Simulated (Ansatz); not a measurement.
Given:

MgO (rock salt)

Space group Fm-3m (No. 225); a = b = c = 4.254 Å, α = β = γ = 90.00°

```tsv
atom	site	symmetry	x	y	z
O	4a	m-3m	0.0000	0.0000	0.0000
Mg	4b	m-3m	0.5000	0.5000	0.5000
```
(The calculation used a cell of 2 atoms; values per cell refer to that cell.)

E(V) scan at fixed shape, V₀ the volume above. Symmetry pins the atoms to their sites.

Level of theory: PBE (plane waves to 420 eV, PAW, scalar-relativistic; Ansatz, an electronic-structure program). k mesh 14×14×14 (Γ-centred), Fermi-Dirac smearing 0.05 eV. E stands for the smeared free energy. Stress and pressure are positive under compression. MgO was relaxed with its symmetry unable to fall. ΔE is measured from the relaxed starting cell.

The scan covers V/V₀ from 0.940 to 1.060 in 11 points.

Problem. What is ΔE at V/V₀ = 0.940?

Solution. 18.0 meV/atom.

Problem. What pressure does the cell carry at V/V₀ = 0.940?

Solution. 10.5 GPa.

Problem. What is ΔE at V/V₀ = 1.060?

Solution. 14.6 meV/atom.

(A scan under strain: stresses follow from slopes of the energy per volume, elastic moduli from its curvatures.)
